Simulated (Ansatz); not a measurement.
Here is the system:

OsC:
```
OsC
1.0
    0.00000     2.17595     2.17595
    2.17595     0.00000     2.17595
    2.17595     2.17595     0.00000
Os C
1 1
Cartesian
  0.00000   0.00000   0.00000
  2.17595   2.17595   2.17595
```

This is the PBE-relaxed structure.

Problem. All from DFT-PBE in the program Ansatz with PAW potentials, unless another level is named. Give the electronic character.

Solution. metallic (no gap).

Problem. Next, the density of states at the Fermi level?

Solution. 0.59 states/eV per atom (mean over ±0.08 eV).

Problem. And the formation energy from the elements (no fitted shifts)?

Solution. 1.38 eV/atom.

Problem. Give the gap with spin–orbit coupling.

Solution. none (metallic).

Space group Fm-3m (rock salt). The start of the workflow was typed in or built on a structure type; neither database checked (COD, Materials Project) lists it. Whether it is the stable phase at ambient conditions was not checked. Symmetry was held in the PBE relaxation; its stability against distortions is not shown here. No spin polarisation was allowed. Its formation energy is positive at this level, so the cell may be metastable or incomplete. The references are the lowest solids computed at this level, not always the standard phases. Scalar-relativistic: spin–orbit coupling is off unless named, which matters more the heavier the elements.

Potentials: the later of the program's two PAW sets.
